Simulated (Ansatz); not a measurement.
Relaxed CsPbCl₃ (cubic perovskite):

```yaml
crystal:
  lattice:
    - [5.67354, 0.00000, 0.00000]
    - [0.00000, 5.67354, 0.00000]
    - [0.00000, 0.00000, 5.67354]
  atoms:
    - { symbol: Cs, position: [0.00000, 0.00000, 0.00000] }
    - { symbol: Pb, position: [0.50000, 0.50000, 0.50000] }
    - { symbol: Cl, position: [0.00000, 0.50000, 0.50000] }
    - { symbol: Cl, position: [0.50000, 0.50000, 0.00000] }
    - { symbol: Cl, position: [0.50000, 0.00000, 0.50000] }
```

In each cell atom 4 (Cl, nearest neighbour Pb at 2.837 Å; its periodic images, 5.7 Å or more away, move with it) moves by s·(0.577, 0.577, 0.577) (along Cartesian [111]), the rest being held.

Computed with r2SCAN (plane waves to 500 eV, PAW, scalar-relativistic; Ansatz, an electronic-structure program). k mesh 5×5×5 (Γ-centred), Fermi-Dirac smearing 0.05 eV. The energy includes the smearing's −TS. CsPbCl3 was relaxed with its symmetry unable to fall. Spin-orbit coupling is left out, though Pb is heavy. The PAW data are Ansatz's earlier set. This is a high-temperature form of CsPbCl3. The zero of ΔE is the undisplaced structure.

The scan covers s from -0.570 to 0.570 Å in 11 points.

### Question
Is the energy the same for equal positive and negative displacements?

### Answer
Even: the same for both signs. With its periodic images moving along, the atom's site symmetry in this cell is 4/mmm.

### Question
What force acts on the atom along the line at s = -0.570 Å?

### Answer
0.696 eV/Å.

### Question
What is the energy change at s = 0.570 Å?

### Answer
162.7 meV/cell.

### Question
What is the force constant k = d²E/ds² of this move at s = 0?

### Answer
0.74 eV/Å².

(A displaced cell: forces are minus the slopes of the energy, force constants its curvatures, and phonons follow from these.)
